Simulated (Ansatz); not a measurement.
**Antifluorite alloy of Li2S and Na2S (24 of 64 Li sites exchanged), 96 atoms**

Ansatz, PAW, plane waves. PBEsol relaxation of volume and atoms (shape held) at the single k point (¼, ¼, ¼) without its symmetry partners; single points on the relaxed atoms at the single k point (¼, ¼, ¼) without its symmetry partners, onto which points of the small cell's zone fold. Arrangement: unlike neighbours preferred. No spin–orbit coupling unless named.

Relaxed structure:

```
CELL_PARAMETERS angstrom
12.09875 0.00000 0.00000
0.00000 12.09875 0.00000
0.00000 0.00000 12.09875
ATOMIC_POSITIONS crystal
Li 0.36680 0.10974 0.12926
Li 0.37369 0.62468 0.13449
Li 0.87694 0.11776 0.11980
Li 0.87110 0.12943 0.61808
Li 0.87414 0.61697 0.12482
Li 0.86613 0.63234 0.61191
Li 0.11618 0.35709 0.11609
Li 0.12280 0.86770 0.13395
Li 0.13096 0.87391 0.61920
Li 0.60633 0.38983 0.14855
Li 0.61753 0.39173 0.61729
Li 0.59213 0.89136 0.15602
Li 0.62436 0.89235 0.62020
Li 0.12809 0.11929 0.37207
Li 0.13779 0.11892 0.86295
Li 0.11884 0.63157 0.38105
Li 0.13607 0.61930 0.87009
Li 0.61880 0.12696 0.37480
Li 0.65099 0.16129 0.83582
Li 0.64029 0.64954 0.85119
Li 0.12798 0.11730 0.61567
Li 0.11980 0.62949 0.62006
Li 0.62366 0.13961 0.60873
Li 0.62508 0.64909 0.61939
Li 0.37116 0.37591 0.37979
Li 0.38785 0.37779 0.87382
Li 0.38371 0.87107 0.88760
Li 0.85659 0.38965 0.38552
Li 0.91093 0.32897 0.89806
Li 0.87448 0.87382 0.38318
Li 0.91157 0.82902 0.89973
Li 0.38057 0.38318 0.62463
Li 0.36346 0.86812 0.13345
Li 0.38297 0.88738 0.63449
Li 0.37354 0.12867 0.37146
Li 0.36523 0.62411 0.37519
Li 0.87244 0.63194 0.37472
Li 0.11974 0.87421 0.37849
Li 0.61418 0.37119 0.38298
Li 0.62792 0.88254 0.38530
Na 0.37992 0.13404 0.62033
Na 0.37677 0.63500 0.62170
Na 0.12604 0.37647 0.61506
Na 0.61803 0.62687 0.37735
Na 0.12384 0.11343 0.11925
Na 0.12268 0.61984 0.13011
Na 0.61941 0.13130 0.11793
Na 0.62408 0.63569 0.12011
Na 0.37099 0.87718 0.38586
Na 0.36483 0.36957 0.13195
Na 0.86420 0.36858 0.13034
Na 0.86850 0.37877 0.63503
Na 0.85958 0.86715 0.13540
Na 0.87809 0.87949 0.63639
Na 0.39330 0.12159 0.87212
Na 0.38865 0.62836 0.87681
Na 0.87042 0.12599 0.37541
Na 0.88187 0.09212 0.86537
Na 0.88218 0.59509 0.86057
Na 0.11454 0.37839 0.36778
Na 0.13881 0.36773 0.86736
Na 0.13945 0.86946 0.87284
Na 0.64254 0.39541 0.87895
Na 0.64090 0.89667 0.88509
S 0.99977 0.97837 0.00382
S 0.00982 0.00040 0.49957
S 0.00498 0.48320 0.00031
S 0.98775 0.51643 0.49613
S 0.48352 0.98464 0.01970
S 0.50968 0.00541 0.49820
S 0.49772 0.49435 0.00991
S 0.49066 0.49249 0.49572
S 0.25348 0.23887 0.99683
S 0.24973 0.24388 0.48672
S 0.25704 0.74846 0.00953
S 0.23364 0.74946 0.50024
S 0.76107 0.23728 0.98693
S 0.73894 0.25952 0.49651
S 0.76455 0.73556 0.98750
S 0.74811 0.76006 0.49856
S 0.24567 0.99568 0.25352
S 0.25146 0.99769 0.73982
S 0.25469 0.50831 0.26226
S 0.25655 0.50164 0.74762
S 0.73478 0.99592 0.25839
S 0.73425 0.02321 0.72451
S 0.74926 0.49984 0.25613
S 0.73042 0.52454 0.72317
S 0.99883 0.24121 0.24265
S 0.00588 0.23236 0.74514
S 0.99591 0.74926 0.26360
S 0.01140 0.73827 0.74753
S 0.49854 0.25108 0.26377
S 0.50939 0.26876 0.74301
S 0.48765 0.75284 0.25082
S 0.50933 0.77058 0.74477
```

**Question.** What are the mean bond lengths by pair (pairs within 1.2 times the sum of covalent radii, less contacts 15 % beyond the pair's median; cation–cation pairs of compounds aside; long ionic contacts are cut short by that bound)?

**Answer.** Li–S 2.538 ± 0.094 Å (standard deviation, 144 bonds); Na–S 2.681 ± 0.048 Å (standard deviation, 96 bonds).

**Question.** What gap lies between the top filled and the lowest empty level in the single points?

**Answer.** r²SCAN 4.25 eV (7.5 s on NVIDIA GB300). Away from Γ this isn't the crystal's band gap.
